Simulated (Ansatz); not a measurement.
Au (Fm-3m) under several functionals

**Measured values to compare with.**

“Mechanisms for carbon adsorption on Au(110)-(2*1): A work function analysis”, 2018, arxiv:1805.06931 quotes, for a bulk crystal of Au at 298 K: lattice constant a 4.078 Å.

Plane-wave DFT in Ansatz with scalar-relativistic PAW potentials. The same structure was relaxed (cell and atoms, symmetry kept) in separate runs at each level. No spin polarisation.

```tsv
level	cutoff (eV)	k mesh	V (Å³/atom)	a (Å)
LDA	420	18×18×18	16.591	4.049
PBEsol	420	18×18×18	17.026	4.084
PBE	420	18×18×18	17.971	4.158
```

Task: Where does r2SCAN (500 eV, k mesh 18×18×18) fall?

Result: V (Å³/atom) 17.539, a (Å) 4.124. Its volume is between those of PBEsol and PBE. The usual order of volumes, LDA < PBEsol < PBE, holds here (16.591, 17.026, 17.971 Å³/atom). As a rule LDA overbinds; PBEsol, built on the gradient expansion of slowly varying densities, lies between LDA and PBE; PBE's stronger gradient term for exchange weakens bonds. r2SCAN lies 2.4 % under PBE in volume.

For PBE: Measured lattice constant a of Au: 4.078 Å (298 K; quoted in “Mechanisms for carbon adsorption on Au(110)-(2*1): A work function analysis”, 2018, arxiv:1805.06931). This calculation gives 4.158 Å (+2.0 %). The calculations are for 0 K without zero-point motion.

Spin-orbit coupling is left out, which matters for the bands of heavy elements.

Cost: 4 runs of about 1.6 core-minutes in all, on Intel Xeon Processor @ 2.70GHz (shared hosts).